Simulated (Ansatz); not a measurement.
Starting cell, AlN (wurtzite):

```xyz
4
Lattice="3.1303 0.0000 0.0000 -1.5651 2.7109 0.0000 0.0000 0.0000 5.0180" Properties=species:S:1:pos:R:3 pbc="T T T"
Al     1.5651     0.9036     0.0169
Al     0.0000     1.8073     2.5259
N      1.5651     0.9036     3.1203
N      0.0000     1.8073     0.6113
```

In this cell atom 1 (Al, nearest neighbour N at 1.903 Å; its periodic images, 3.1 Å or more away, move with it) is moved by u·(0.707, 0.707, 0.000) + v·(0.000, 0.000, 1.000); the rest is frozen.

Level of theory: PBE (plane waves to 420 eV, PAW, scalar-relativistic; Ansatz, an electronic-structure program). k mesh 10×10×6 (Γ-centred), Fermi-Dirac smearing 0.05 eV. E stands for the smeared free energy. Points where atoms come too close for the PAW data are left out (x in tables, blank in figures). AlN was relaxed with its symmetry unable to fall. The zero of ΔE is the undisplaced structure. Axes are in Å.

Problem. Predict the ΔE (meV/cell) at all points of the grid u = -0.630, -0.420, -0.210, 0.000, 0.210, 0.420, 0.630 by v = -0.630, -0.420, -0.210, 0.000, 0.210, 0.420, 0.630.

Solution. ΔE (meV/cell), with u across and v down:

| v \ u | -0.630 | -0.420 | -0.210 | 0.000 | 0.210 | 0.420 | 0.630 |
|---|---|---|---|---|---|---|---|
| -0.630 | x | x | x | x | x | x | x |
| -0.420 | 2893 | 2971 | 3104 | 3161 | 3145 | 3314 | 4137 |
| -0.210 | 1739 | 1140 | 739 | 585 | 808 | 1739 | 4026 |
| 0.000 | 2096 | 1024 | 285 | 0 | 395 | 2009 | x |
| 0.210 | 3244 | 1751 | 730 | 338 | 888 | 3182 | x |
| 0.420 | 4525 | 2708 | 1477 | 1007 | 1673 | x | x |
| 0.630 | x | 3503 | 2186 | 1682 | 2395 | x | x |

(For displaced atoms, the force is minus the slope of the energy, and its curvature is a force constant, which sets phonon frequencies.)
